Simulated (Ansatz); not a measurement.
HgO in space group P-6m2 (No. 187; Hg on 1a, O on 1f) at seven volumes, DFT-PBEsol in the program Ansatz with PAW potentials, shape and atoms relaxed at each. One row is withheld.

| V (Å³/atom) | P (GPa) |
|---|---|
| 12.878 | 14.58 |
| 13.302 | 8.85 |
| 13.727 | 4.05 |
| 14.152 | -0.01 |
| 14.576 | -3.41 |
| 15.001 | ? |
| 15.425 | -8.62 |

### Question
Fit the shown pressures and predict the withheld one.

### Answer
P = (3/2)B₀(x^(7/2) − x^(5/2))[1 + (3/4)(B′ − 4)(x − 1)] with x = (V₀/V)^(2/3). Least squares on the six rows gives V₀ = 14.151 Å³/atom, B₀ = 123 GPa, B′ = 4.82. At V = 15.001, x = 0.9619 and P = -6.24 GPa. The run itself gave -6.25 GPa.

The cell is a constructed one: a structure type filled with these elements; neither database checked (COD, Materials Project) lists it. COD files the formula under space group No. 44, 62, so this cell is another polymorph or a model. Its standing as an ambient phase is unchecked. Symmetry was held in the PBEsol relaxation. At this level the phase is mechanically unstable. Scalar-relativistic: spin–orbit coupling is off unless named, which matters more the heavier the elements.

Potentials: the later of the program's two PAW sets.
